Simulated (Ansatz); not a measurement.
## Bi₂Te₃: two-dimensional strain map

The calculation used DFT PBE, scalar-relativistic, plane waves, PAW (Ansatz 0.2.0). The runs took a 420 eV cutoff, a Γ-centred 12×12×12 mesh and Gaussian smearing (0.03 eV). Spin–orbit coupling is left out, which matters for the heavy elements here. No spin polarisation. Energies are free energies at this smearing, counted from the undisturbed cell; pressure is positive in compression.

Zero of the scan (as given, not relaxed at this level; it stands at 1.9 GPa):

```xyz
5
Lattice="2.1930 1.2661 10.1657 -2.1930 1.2661 10.1657 0.0000 -2.5323 10.1657" Properties=species:S:1:pos:R:3 pbc="T T T"
Bi    0.0000    0.0000   12.1988
Bi    0.0000    0.0000   18.2982
Te    0.0000    0.0000    0.0000
Te    0.0000    0.0000    6.3891
Te    0.0000    0.0000   24.1079
```

The cell is strained by p along both x and y and by q along z, fractional coordinates fixed. Points are written (p, q).

Energy above the undisturbed cell in meV/atom (a dash: not computed):

```
 p \ q  -0.050  -0.025  0.000  0.025  0.050
-0.050   213.8   154.2  109.8   79.5   62.1
-0.025   107.0       –   36.8      –   15.9
 0.000    41.6    15.0    0.0      –    1.4
 0.050    10.1       –   12.7      –   48.0
```

Pressure in GPa:

| p \ q | -0.050 | -0.025 | 0.000 | 0.025 | 0.050 |
| --- | --- | --- | --- | --- | --- |
| -0.050 | 13.8 | 11.1 | 8.8 | 6.7 | 4.8 |
| -0.025 | 9.0 | – | 5.0 | – | 1.8 |
| 0.000 | 5.2 | 3.4 | 1.9 | – | -0.6 |
| 0.050 | -0.3 | – | -2.4 | – | -4.0 |

Gap on the k-mesh in eV:

```
 p \ q  -0.050  -0.025  0.000  0.025  0.050
-0.050    0.17    0.28   0.18   0.06   0.00
-0.025    0.14       –   0.34      –   0.31
 0.000    0.11    0.20   0.29      –   0.46
 0.050    0.05       –   0.20      –   0.35
```

Where the gap reads zero the k-mesh, chosen for the insulator, is on the coarse side.